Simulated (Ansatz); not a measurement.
**Relaxing a structure of CsPbCl3**

The start is a generated trial cell of CsPbCl3 in the GdFeO3 structure type. A full variable-cell relaxation at zero pressure is run with r2SCAN (plane waves to 500 eV, PAW, scalar-relativistic; Ansatz, a quantum-chemistry and plane-wave program). The first steps use a coarse 3×2×3 k-mesh.

Input geometry:
```yaml
crystal:
  lattice:
    - [7.85620, 0.00000, 0.00000]
    - [0.00000, 11.08509, 0.00000]
    - [0.00000, 0.00000, 7.82998]
  atoms:
    - { symbol: Cs, position: [0.48770, 0.25000, 0.99160] }
    - { symbol: Cs, position: [0.98770, 0.25000, 0.50840] }
    - { symbol: Cs, position: [0.51230, 0.75000, 0.00840] }
    - { symbol: Cs, position: [0.01230, 0.75000, 0.49160] }
    - { symbol: Pb, position: [0.00000, 0.00000, 0.00000] }
    - { symbol: Pb, position: [0.50000, 0.50000, 0.50000] }
    - { symbol: Pb, position: [0.00000, 0.50000, 0.00000] }
    - { symbol: Pb, position: [0.50000, 0.00000, 0.50000] }
    - { symbol: Cl, position: [0.03130, 0.25000, 0.05860] }
    - { symbol: Cl, position: [0.53130, 0.25000, 0.44140] }
    - { symbol: Cl, position: [0.96870, 0.75000, 0.94140] }
    - { symbol: Cl, position: [0.46870, 0.75000, 0.55860] }
    - { symbol: Cl, position: [0.28800, 0.53700, 0.21300] }
    - { symbol: Cl, position: [0.78800, 0.96300, 0.28700] }
    - { symbol: Cl, position: [0.71200, 0.03700, 0.78700] }
    - { symbol: Cl, position: [0.21200, 0.46300, 0.71300] }
    - { symbol: Cl, position: [0.71200, 0.46300, 0.78700] }
    - { symbol: Cl, position: [0.21200, 0.03700, 0.71300] }
    - { symbol: Cl, position: [0.28800, 0.96300, 0.21300] }
    - { symbol: Cl, position: [0.78800, 0.53700, 0.28700] }
```

Question: Which atoms feel the largest initial force, and how large is it?

Answer: 0.25 eV/Å, on Cs1, Cs2, Cs3, Cs4 (atoms numbered as listed).

Question: By how much does the energy per atom fall from start to end?

Answer: 0.014 eV/atom.

Question: How does the volume per atom move from start to end?

Answer: +4.4 %, from 34.09 to 35.58 Å³/atom.

Question: How do the shortest distances between atoms change?

Answer: The closest pairs of elements (up to four, under 3.6 Å), start → end: Cl–Pb 2.82 → 2.87 Å; Cl–Cs 3.35 → 3.54 Å.

The space group stays Pnma (No. 62) (the run could not lower it); the end is AFLOW prototype AB3C_oP20_62_c_cd_a (as in CaTiO3), with 20 atoms in the primitive cell. Final values are on a 4×3×4 k-mesh of the relaxed cell. No spin polarisation in the result.

The run could not lose the symmetry of its start, so the end can be a saddle point.

The relaxed structure here is a generated cell of CsPbCl3: the first start was made by placing the elements on the sites of a structure type, and the end was not matched to a known phase here, so it may be hypothetical. Known forms of CsPbCl3 include space group No. 221.
